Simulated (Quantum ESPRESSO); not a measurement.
```cif
data_Al4Sb4
_chemical_formula_sum 'Al4 Sb4'
_space_group_name_H-M_alt 'F-43m'
_space_group_IT_number 216
_space_group_name_Hall 'F -4 2 3'
_cell_length_a 6.10290
_cell_length_b 6.10290
_cell_length_c 6.10290
_cell_angle_alpha 90.000
_cell_angle_beta 90.000
_cell_angle_gamma 90.000
loop_
_atom_site_label
_atom_site_type_symbol
_atom_site_symmetry_multiplicity
_atom_site_Wyckoff_symbol
_atom_site_fract_x
_atom_site_fract_y
_atom_site_fract_z
_atom_site_occupancy
Al1 Al 4 a 0.00000 0.00000 0.00000 1
Sb1 Sb 4 d 0.75000 0.75000 0.75000 1
```
(The calculation used a cell of 2 atoms; values per cell refer to that cell.)

Cell and atoms were relaxed with LDA from Materials Project entry mp-2624, within its symmetry.

Question: What does LDA (pw.x of Quantum ESPRESSO, ONCV potentials, without SOC) give for the electronic structure near the Fermi level?

Answer: The LDA gap is indirect, 1.12 eV, from Γ to 89 % of the way from Γ to X; the smallest direct gap is 1.54 eV. Another conduction extremum on the path lies within 0.02 eV, too close to call. Spin-orbit coupling is left out, which matters for elements this heavy: edges can move by tenths of an eV.
